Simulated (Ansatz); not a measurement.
Relaxed Rh (fcc, Cu type):

```
Rh
1.0
    3.83006     0.00000     0.00000
    0.00000     3.83006     0.00000
    0.00000     0.00000     3.83006
Rh
4
Direct
  0.00000   0.00000   0.00000
  0.50000   0.50000   0.00000
  0.50000   0.00000   0.50000
  0.00000   0.50000   0.50000
```

In each cell atom 1 (Rh, nearest neighbour Rh at 2.708 Å; its periodic images, 3.8 Å or more away, move with it) moves by s·(1.000, 0.000, 0.000) (along Cartesian x), the rest being held.

Calculation: PBE (plane waves to 420 eV, PAW, scalar-relativistic; Ansatz, a quantum-chemistry and plane-wave program). k mesh 10×10×10 (Γ-centred), Fermi-Dirac smearing 0.05 eV. E stands for the smeared free energy. With partly filled bands, energies and forces of such displacements shift with the k mesh and the smearing. F∥ is the force on the atom along that direction. Rh is run without spin polarisation. Rh was relaxed with its symmetry unable to fall. ΔE is measured from the undisplaced structure.

Task: Predict the ΔE (eV/cell) and F∥ (eV/Å) at s (Å) = -0.216, -0.054, 0.054, 0.162, 0.216, 0.270.

Result: 
```csv
s (Å),ΔE (eV/cell),F∥ (eV/Å)
-0.216,0.255,2.389
-0.054,0.016,0.586
0.054,0.016,-0.586
0.162,0.143,-1.768
0.216,0.255,-2.389
0.270,0.402,-3.068
```

(A displaced cell: forces are minus the slopes of the energy, force constants its curvatures, and phonons follow from these.)
